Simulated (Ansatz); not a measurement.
Method: Ansatz, DFT PBE, scalar-relativistic, plane waves, PAW. All cells share a 420 eV cutoff and Γ-centred k meshes spaced at most about 0.3 Å⁻¹ (about 0.25 or finer for metals, 2π included). No spin polarisation in the final relaxations.

All energies are static (0 K, no zero-point motion).

Compare these two cells of HfPb4O, each relaxed at this level.

A.

```
Hf Pb O
1.0
     0.00000    4.37001    4.37001
     4.37001    0.00000    4.37001
     4.37001    4.37001    0.00000
Hf Pb O
1 4 1
Direct
  0.00000 0.00000 0.00000
  0.87548 0.37484 0.37484
  0.37484 0.37484 0.37484
  0.37484 0.87548 0.37484
  0.37484 0.37484 0.87548
  0.75000 0.75000 0.75000
```

B.

```
Hf Pb O
1.0
     7.79079    0.00000    0.00000
    -3.89539    6.74702    0.00000
     0.00000    0.00000    3.43538
Hf Pb O
1 4 1
Direct
  0.00000 0.00000 0.00000
  0.66667 0.33333 0.00000
  0.05423 0.52711 0.50000
  0.47289 0.52711 0.50000
  0.47289 0.94577 0.50000
  0.33333 0.66667 0.00000
```

Question: Which would you expect to be lower, and how large is the difference?

Answer: B is lower, by 228 meV/atom. A has space group F-43m (No. 216), 27.8 Å³/atom and no gap on its mesh; B has space group P-6m2 (No. 187), 30.1 Å³/atom and no gap. The shortest distance is 3.09 Å (Pb–Pb) in A and 2.55 Å (Pb–O) in B. The lower one is the more open, so pressure narrows the difference. Even the lower one lies +0.50 eV/atom against the reference forms of the elements (uncorrected), so neither is stable at this level. In A, Hf is surrounded by 12 Pb at 3.62 Å and 4 O at 3.78 Å; around Pb lie 6 Pb at 3.09 Å, 3 Hf at 3.62 Å and 3 O at 3.62 Å; O has 12 Pb at 3.62 Å and 4 Hf at 3.78 Å (long contacts). In B, Hf is surrounded by 2 Hf at 3.44 Å; Pb on a site of symmetry -6m2 is surrounded by 6 Pb at 3.13 Å and 2 Pb at 3.44 Å; around O lie 6 Pb at 2.55 Å; 1 more site not described. Both come from invented guesses. A third cell relaxed alike, in P6/mmm, lies 108 meV/atom below the lower of the two.

Spin–orbit coupling, which can matter for Hf and Pb, is left out. Cells relaxed within their symmetry can be saddle points.
